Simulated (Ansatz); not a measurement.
PbO₂:
```
CELL_PARAMETERS angstrom
      4.98725     0.00000     0.00000
      0.00000     4.98725     0.00000
      0.00000     0.00000     3.40246
ATOMIC_POSITIONS crystal
  Pb 0.00000 0.00000 0.00000
  Pb 0.50000 0.50000 0.50000
  O  0.30730 0.30730 0.00000
  O  0.69270 0.69270 0.00000
  O  0.19270 0.80730 0.50000
  O  0.80730 0.19270 0.50000
```

Relaxed with r²SCAN. Special points in fractions of this cell's reciprocal vectors: Γ (0.000, 0.000, 0.000); X (0.000, 0.500, 0.000); M (0.500, 0.500, 0.000); Z (0.000, 0.000, 0.500); R (0.000, 0.500, 0.500); A (0.500, 0.500, 0.500).

Q: List the band energies nearest the Fermi level at these points for plane-wave PAW r²SCAN (Ansatz code).

A: In eV from the Fermi level; about four levels below and three above (degenerate sets whole), none deeper than 8.9 eV; … stands for higher levels left out; points with the same levels are listed once.

| k | below | above |
|---|---|---|
| Γ | -0.63 -0.63 -0.55 -0.55 -0.48 | 0.03 4.80 … |
| X | -0.59 -0.59 -0.41 -0.41 | 2.86 2.86 … |
| M | -0.61 -0.61 -0.55 -0.55 | 3.30 3.30 … |
| Z | -1.19 -1.19 -0.85 -0.85 | 4.28 4.28 … |
| R | -0.84 -0.84 -0.15 -0.15 | 4.59 4.59 … |
| A | -0.71 -0.71 -0.59 -0.59 | 3.34 3.34 … |

Space group P4_2/mnm (rutile). The cell was relaxed with r²SCAN under the symmetry of its start. A small band overlap can be real or an error of a semilocal functional. Scalar-relativistic: spin–orbit coupling is off unless named, which matters more the heavier the elements.

Potentials: the later of the program's two PAW sets.
